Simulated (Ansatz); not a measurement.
Relaxed-ion elastic tensor of BaF2 (fluorite, space group No. 225) in GPa (Voigt order), DFT-PBE in the program Ansatz with PAW potentials; density 4.78 g/cm³, 20.31 Å³ per atom.

```csv
,1,2,3,4,5,6
1,87.4,37.2,37.2,0.0,0.0,0.0
2,37.2,87.4,37.2,0.0,0.0,0.0
3,37.2,37.2,87.4,0.0,0.0,0.0
4,0.0,0.0,0.0,23.2,0.0,0.0
5,0.0,0.0,0.0,0.0,23.2,0.0
6,0.0,0.0,0.0,0.0,0.0,23.2
```

### Question
Is the crystal mechanically stable?

### Answer
Yes: the smallest eigenvalue of C is 23.2 GPa.

### Question
Work out the Voigt, Reuss and Hill averages.

### Answer
K_V = 53.9, K_R = 53.9, K_H = 53.9; G_V = 23.9, G_R = 23.9, G_H = 23.9 GPa.

### Question
Give Young's modulus, Poisson's ratio, Pugh's ratio and the universal anisotropy index.

### Answer
E = 9KG/(3K + G) = 62.5 GPa; ν = 0.31; K/G = 2.26 (ductile by the Pugh limit of 1.75); A_U = 5G_V/G_R + K_V/K_R − 6 = 0.01.

### Question
Estimate the sound speeds and the Debye temperature.

### Answer
v_l = √((K + 4G/3)/ρ) = 4240 m/s, v_t = √(G/ρ) = 2240 m/s, mean 2500 m/s; Θ = (h/k)(3n/4πV)^(1/3) v_m = 273 K.

### Question
Give the Zener ratio and Young's modulus along [100], [110] and [111].

### Answer
A = 2C44/(C11 − C12) = 0.92; 1/E = S11 − 2(S11 − S12 − S44/2)Γ with Γ = 0, 1/4, 1/3 gives 65.1, 61.8, 60.8 GPa.

### Question
Solve the Christoffel equation for the three sound speeds along [100], [110], [111].

### Answer
Eigenvalues of C_ijkl n_j n_l equal ρv². In km/s, slowest first: [100] 2.20, 2.20, 4.28; [110] 2.20, 2.29, 4.23; [111] 2.26, 2.26, 4.21.

Space group Fm-3m (fluorite). The cell was relaxed with PBE under the symmetry of its start; phonons on a q-mesh show no instability. Scalar-relativistic: spin–orbit coupling is off unless named, which matters more the heavier the elements.

Potentials: the later of the program's two PAW sets.
